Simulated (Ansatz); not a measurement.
Relax this structure to zero stress and force, keeping its symmetry:

```xyz
6
Lattice="0.0000 3.7490 3.7490 3.7490 0.0000 3.7490 3.7490 3.7490 0.0000" Properties=species:S:1:pos:R:3 pbc="T T T"
Y     0.0000    0.0000    0.0000
Y     1.8745    1.8745    1.8745
Rh    4.6863    4.6863    4.6863
Rh    4.6863    2.8117    2.8117
Rh    2.8117    2.8117    4.6863
Rh    2.8117    4.6863    2.8117
```

The calculation used Ansatz 0.2.0, DFT r2SCAN, scalar-relativistic, plane waves, PAW.

Settings: cutoff 500 eV, Γ-centred mesh 8×8×8 on the computed 6-atom cell, Gaussian smearing of 0.10 eV; no spin polarisation.

Q: What does it relax to?

A: The volume doesn't move by more than 0.01 Å³/atom to 17.56 Å³/atom, and the energy changes by under 0.1 meV/atom. Final structure:
Space group Fd-3m:1 (No. 227). a = 7.498 Å, b = 7.498 Å, c = 7.498 Å, α = 90.00°, β = 90.00°, γ = 90.00°
| atom | site | symmetry | x | y | z |
| --- | --- | --- | --- | --- | --- |
| Y | 8b | -43m | 0.0000 | 0.0000 | 0.5000 |
| Rh | 16c | .-3m | 0.1250 | 0.1250 | 0.1250 |

Cost: 1 run of about 0.83 core-minutes, on Arm Neoverse V1 (shared hosts).